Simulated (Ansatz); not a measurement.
The calculation used Ansatz, DFT PBE, scalar-relativistic, plane waves, PAW. Cutoff 420 eV, Γ-centred meshes of about 0.25 Å⁻¹ or finer for metals and 0.3 Å⁻¹ for insulators (2π included), Gaussian smearing. Collinear spin where magnetic atoms keep a moment.

All energies are static (0 K, no zero-point motion).

Compare these two cells of Zr2MnN2, each relaxed at this level.

A. (ferromagnetic moments up to 2.0 μB)

```yaml
crystal:
  lattice:
    - [-1.62035, 1.62035, 5.94888]
    - [1.62035, -1.62035, 5.94888]
    - [1.62035, 1.62035, -5.94888]
  atoms:
    - { symbol: Zr, position: [0.35163, 0.35163, 0.00000] }
    - { symbol: Zr, position: [0.64838, 0.64838, 0.00000] }
    - { symbol: Mn, position: [0.00000, 0.00000, 0.00000] }
    - { symbol: N, position: [0.16267, 0.16267, 0.00000] }
    - { symbol: N, position: [0.83733, 0.83733, 0.00000] }
```

B. (ferromagnetic moments up to 2.0 μB)

```yaml
crystal:
  lattice:
    - [1.90745, 1.10127, 5.84421]
    - [-1.90745, 1.10127, 5.84421]
    - [0.00000, -2.20254, 5.84421]
  atoms:
    - { symbol: Zr, position: [0.23420, 0.23420, 0.23420] }
    - { symbol: Zr, position: [0.76580, 0.76580, 0.76580] }
    - { symbol: Mn, position: [0.00000, 0.00000, 0.00000] }
    - { symbol: N, position: [0.89183, 0.89183, 0.89183] }
    - { symbol: N, position: [0.10817, 0.10817, 0.10817] }
```

Question: Which form is favoured at zero pressure, and by what margin per atom?

Answer: A is lower, by 271 meV/atom. A has space group I4/mmm (No. 139), 12.5 Å³/atom and no gap on its mesh; B has space group R-3m (No. 166), 14.7 Å³/atom and no gap. Counting N atoms around Mn and Zr (those within 1.25 times the shortest such distance or 1.15 times the sum of covalent radii, 1.27 where that leaves under three), A has Zr 5, Mn 2 and B has Zr 4, Mn 2. The denser one is the lower, and pressure would at first widen the difference. In A, around Zr lie 5 N at 2.25–2.30 Å and 4 Mn at 2.89 Å; Mn has 2 N at 1.94 Å and 8 Zr at 2.89 Å; N has 1 Mn at 1.94 Å and 5 Zr at 2.25–2.30 Å. In B, Zr is surrounded by 4 N at 2.21 Å and 3 Mn at 2.81 Å; Mn has 2 N at 1.90 Å and 6 Zr at 2.81 Å; around N lie 1 Mn at 1.90 Å and 4 Zr at 2.21 Å. Both come from trial cells of a structure search.

Another magnetic order may lie lower. Cells relaxed within their symmetry can be saddle points.
